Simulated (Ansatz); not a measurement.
SnTe, DFT, LDA, PAW with Ansatz's default frozen-core files, scalar-relativistic (Ansatz 0.2.0), run on 1 thread of Arm Neoverse V2 on a shared host.

The cell is COD entry 9008726, as deposited and not checked against the literature; nothing was relaxed. The listed cell was then made from it by scaling, straining or moving an atom.

Command: `ansatz run input.yaml --threads 1 --pin off --max-ram 3072MiB --backend cpu --events-out ev --progress --plain --runs-dir out`

```yaml
crystal:
  lattice:
    - [0.0, 3.1299735358, 3.1299735358]
    - [3.1299735358, 0.0, 3.1299735358]
    - [3.1299735358, 3.1299735358, 0.0]
  atoms:
    - { symbol: Sn, position: [0.0, 0.0, 0.0] }
    - { symbol: Te, position: [0.5, 0.5, 0.5] }
kpoints:
  mp_grid: { grid: [11, 11, 11] }
scf:
  occupations: { method: fermi_dirac, width: 0.08 }
hamiltonian:
  xc: lda
  pseudopotentials: { kind: paw }
output:
  forces: true
  stress: true
  eigenvalues: true
  efg: { contact_densities: true }
```

Task: How large is the problem that the program sets up?

Result: 56 irreducible k-points, 1243 plane waves at Γ, 19 bands.

Task: About how long does it take, and how much memory does it use?

Result: 5.1 s of wall time for 6 SCF iterations, with a peak of 0.4 GiB. Times on shared machines scatter by tens of per cent.

Task: And the same cell and mesh by full-potential LAPW, asked for forces, stress, eigenvalues, on the same hardware?

Result: 18 s, peak memory 0.43 GiB.
